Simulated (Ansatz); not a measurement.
Not every guess gives a structure. This one for AlO₂ was tried:

The guess for AlO₂ was made by a generator: random cell by space group and Wyckoff sites (P4/mmm, No. 123). Its size is a rough estimate.

```cif
data_structure
_symmetry_space_group_name_H-M 'P4/mmm'
_symmetry_Int_Tables_number 123
_cell_length_a 2.7282
_cell_length_b 2.7282
_cell_length_c 4.6868
_cell_angle_alpha 90.000
_cell_angle_beta 90.000
_cell_angle_gamma 90.000
_cell_volume 34.88
loop_
_atom_site_label
_atom_site_type_symbol
_atom_site_symmetry_multiplicity
_atom_site_Wyckoff_symbol
_atom_site_fract_x
_atom_site_fract_y
_atom_site_fract_z
_atom_site_occupancy
Al1 Al 1 c 0.50000 0.50000 0.00000 1
O1 O 2 f 0.00000 0.50000 0.00000 1
```

The calculation used DFT PBE, scalar-relativistic, plane waves, PAW (Ansatz).

Input of a coarse relaxation:

```yaml
crystal:
  lattice:
    - [2.72816613, 0.0, 0.0]
    - [0.0, 2.72816613, 0.0]
    - [0.0, 0.0, 4.68679524]
  atoms:
    - { symbol: Al, position: [0.5, 0.5, 0.0] }
    - { symbol: O, position: [0.0, 0.5, 0.0] }
    - { symbol: O, position: [0.5, 0.0, 0.0] }
basis:
  ecutwfc: 420
kpoints:
  mp_grid: { grid: [6, 6, 4] }
hamiltonian:
  xc: pbe
scf:
  occupations: { method: gaussian, width: 0.1 }
  lower_state_search: "off"
output:
  forces: true
  stress: true
  eigenvalues: true
relax:
  adjacent_minimum: "off"
  f_tol: 0.04
  max_steps: 70
  cell: { stress_tol: 0.4 }
```

```bash
ansatz run input.yaml --threads 1 --pin off --max-ram 2560MiB --backend cpu --events-out ev --progress --plain --runs-dir out
```

Last lines of the log:

```
SCF iter   1: F=—  HF=-1656.829930 eV  |F-HF|=—  |Δ(HF+E_count)|=         —  Δρ=3.63e-2  dr2=2.37e-1  ethr=1.77e-3  ⟨swp⟩=6.5  Hψ=2536  notcnv=0
SCF iter   2: F=—  HF=-1656.752199 eV  |F-HF|=—  |Δ(HF+E_count)|=   7.77e-2  Δρ=7.11e-3  dr2=6.71e-3  ethr=1.58e-3  ⟨swp⟩=2.9  Hψ=941  notcnv=0  defer=9
SCF iter   3: F=—  HF=-1656.752981 eV  |F-HF|=—  |Δ(HF+E_count)|=   7.82e-4  Δρ=2.44e-3  dr2=6.89e-4  ethr=4.47e-5  ⟨swp⟩=2.0  Hψ=675  notcnv=0  defer=9
SCF iter   4: F=—  HF=-1656.753435 eV  |F-HF|=—  |Δ(HF+E_count)|=   4.54e-4  Δρ=1.33e-3  dr2=2.91e-4  ethr=4.59e-6  ⟨swp⟩=2.7  Hψ=647  notcnv=0  defer=9
SCF iter   5: F=—  HF=-1656.753371 eV  |F-HF|=—  |Δ(HF+E_count)|=   6.33e-5  Δρ=4.40e-4  dr2=2.28e-5  ethr=1.94e-6  ⟨swp⟩=2.6  Hψ=576  notcnv=0  defer=9
SCF iter   6: F=—  HF=-1656.752082 eV  |F-HF|=—  |Δ(HF+E_count)|=   1.29e-3  Δρ=5.03e-5  dr2=3.98e-7  ethr=1.52e-7  ⟨swp⟩=2.0  Hψ=572  notcnv=0  defer=9
SCF iter   7: F=-1656.752082 eV  HF=-1656.752082 eV  |F-HF|=1.46e-8  |Δ(HF+E_count)|=   4.37e-7  Δρ=1.27e-5  dr2=2.34e-8  ethr=6.67e-10  ⟨swp⟩=7.8  Hψ=1962  notcnv=0
Error: refused after 7 iterations: one_centre_occupation = 2.12e0 (threshold 2.00e0); read on the Al atom at site 0 (counted from 0), in its partial waves of l = 2. The loop had accepted its state. The figure is how many electrons the atom's PAW partial-wave expansion lays in one spin orbital inside
```

Task: What happened?

Result: The SCF loop converged, but the program refused the state. The PAW expansion on Al put 2.12 electrons into one spin orbital, where the Pauli principle allows one. The run has most likely filled a ghost state of the dataset, or the PAW spheres overlap too strongly; at the start of this run the shortest distance is 1.36 Å. No property of the compound can be read from it.

It took 1.1 s on 1 thread of Arm Neoverse V1, on a shared host, peak memory 0.25 GiB.
